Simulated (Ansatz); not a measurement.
Consider the following.

Au:
```yaml
crystal:
  lattice:
    - [0.00000, 2.06197, 2.06197]
    - [2.06197, 0.00000, 2.06197]
    - [2.06197, 2.06197, 0.00000]
  atoms:
    - { symbol: Au, position: [0.00000, 0.00000, 0.00000] }
```

This is the r²SCAN-relaxed structure.

Q: All from plane-wave PAW r²SCAN (Ansatz code), unless another level is named. Estimate the density of states at the Fermi level.

A: 0.27 states/eV per atom (mean over ±0.08 eV).

Q: Give the gap with spin–orbit coupling.

A: none (metallic).

Space group Fm-3m (fcc (Cu type)). Symmetry was held in the r²SCAN relaxation. Spin–orbit coupling is left out wherever it is not named.

Potentials: the later of the program's two PAW sets.
